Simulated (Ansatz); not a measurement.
Relaxed MgB2 (AlB2 type, space group P6/mmm):

```yaml
crystal:
  lattice:
    - [6.14864, 0.00000, 0.00000]
    - [-1.53716, 2.66244, 0.00000]
    - [3.07432, 0.00000, 3.52754]
  atoms:
    - { symbol: Mg, position: [0.00000, 0.00000, 0.00000] }
    - { symbol: Mg, position: [0.50000, 0.00000, 0.00000] }
    - { symbol: B, position: [0.91667, 0.66667, 0.50000] }
    - { symbol: B, position: [0.41667, 0.66667, 0.50000] }
    - { symbol: B, position: [0.08333, 0.33333, 0.50000] }
    - { symbol: B, position: [0.58333, 0.33333, 0.50000] }
```

A phonon eigenvector at L = (0.5, 0.0, 0.5) is frozen into this cell: atom i moves by Q times the vector below, so Q is the largest atomic displacement, in Å. The cell is held. (q is in reciprocal vectors of the primitive cell; the cell shown is doubled to hold the pattern.)

| atom | x | y | z |
|---|---|---|---|
| Mg1 | 0.500 | -0.866 | 0.000 |
| Mg2 | -0.500 | 0.866 | 0.000 |

Atoms not listed stay in place.

These are PBE (plane waves to 420 eV, PAW, scalar-relativistic; Ansatz, a quantum-chemistry and plane-wave program) values and carry that method's errors. k mesh 17×17×17 (Γ-centred), Fermi-Dirac smearing 0.05 eV. Energies are smeared free energies. With partly filled bands, energies and forces of such displacements shift with the k mesh and the smearing. MgB2 was relaxed with its symmetry unable to fall. ΔE is measured from the undisplaced structure.

| Q (Å) | ΔE (meV/cell) |
|---|---|
| -0.280 | 449 |
| -0.187 | 202 |
| -0.093 | 51 |
| 0.000 | 0 |
| 0.093 | 51 |
| 0.187 | 202 |
| 0.280 | 449 |

### Question
Which DFPT wavenumber at L = (0.5, 0.0, 0.5) belongs to this mode?
(A) 256 cm⁻¹
(B) 521 cm⁻¹
(C) 736 cm⁻¹
(D) 461 cm⁻¹

### Answer
A, 256 cm⁻¹. The curvature of the scan gives 256 cm⁻¹

(A displaced cell: forces are minus the slopes of the energy, force constants its curvatures, and phonons follow from these.)
